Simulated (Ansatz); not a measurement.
Be:
```xyz
2
Lattice="2.2548 0.0000 0.0000 -1.1274 1.9527 0.0000 0.0000 0.0000 3.5580" Properties=species:S:1:pos:R:3 pbc="T T T"
Be     0.0000     1.3018     2.6685
Be     1.1274     0.6509     0.8895
```

This is the PBEsol-relaxed structure. Cartesian axes are those of the cell as given.

Question: All from the program Ansatz at the PBEsol level (PAW), unless another level is named. Estimate the Poisson's ratio.

Answer: 0.05.

Question: Predict the elastic constants (relaxed ions, GPa).

Answer: C11 = 320, C12 = 27.2, C13 = 9.9, C33 = 385, C44 = 168.

Space group P6_3/mmc (hcp (Mg type)). The PBEsol relaxation kept the symmetry of its start. As this level gives no gap, shear constants depend on the k-mesh and smearing (Fermi–Dirac, 0.1 eV here).

Potentials: the earlier of the program's two PAW sets. The files were generated under PBE; for other functionals the program regenerates the frozen cores, and for LDA and PBEsol the local potential too.
